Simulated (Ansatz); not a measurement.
## Cost of a DFT run on MgMn₃NiO₈

```yaml
crystal:
  lattice:
    - [2.9493985993, 1.7028360753, 4.860609533]
    - [-2.9493985993, 1.7028360753, 4.860609533]
    - [0.0, -3.4056721505, 4.860609533]
  atoms:
    - { symbol: Mg, position: [0.0, 0.0, 0.0] }
    - { symbol: Mn, position: [0.0, 0.5, 0.5], spin: -3.0 }
    - { symbol: Mn, position: [0.5, 0.5, 0.0], spin: 3.0 }
    - { symbol: Mn, position: [0.5, 0.0, 0.5], spin: 3.0 }
    - { symbol: Ni, position: [0.5, 0.5, 0.5], spin: 2.0 }
    - { symbol: O, position: [0.2487455, 0.2487455, 0.712427] }
    - { symbol: O, position: [0.2487455, 0.712427, 0.2487455] }
    - { symbol: O, position: [0.712427, 0.2487455, 0.2487455] }
    - { symbol: O, position: [0.26593033, 0.26593033, 0.26593033] }
    - { symbol: O, position: [0.73406967, 0.73406967, 0.73406967] }
    - { symbol: O, position: [0.287573, 0.7512545, 0.7512545] }
    - { symbol: O, position: [0.7512545, 0.287573, 0.7512545] }
    - { symbol: O, position: [0.7512545, 0.7512545, 0.287573] }
magnetization:
  spin_polarized: true
kpoints:
  mp_grid: { grid: [4, 4, 4] }
scf:
  occupations: { method: fermi_dirac, width: 0.02 }
hamiltonian:
  xc: pbe
  pseudopotentials: { kind: paw }
output:
  forces: true
  stress: true
  populations: true
  efg:
    quadrupole_moments_barn: { Mg: 0.1994, Mn: 0.33, Ni: 0.162, O: -0.02558 }
    contact_densities: true
```

```sh
ansatz run input.yaml --threads 1 --pin off --max-ram 3072MiB --backend cpu --events-out ev --progress --plain --runs-dir out
```

It runs on 1 thread of Intel Xeon Processor @ 2.50GHz (Skylake/Cascade Lake) (x86_64; 62 cores open to the job, memory cap 3.0 GiB, no GPU), a shared host with a load of 1.0 a core.

Q: How much time and memory should be set aside?

A: About 2.3 min of wall time (2.3 min of CPU time) and 0.87 GiB. The run holds 121 valence electrons in 80 bands, about 2801 plane waves a k-point and 24 irreducible k-points, and took 15 SCF iterations. Times on a shared host vary by tens of per cent.
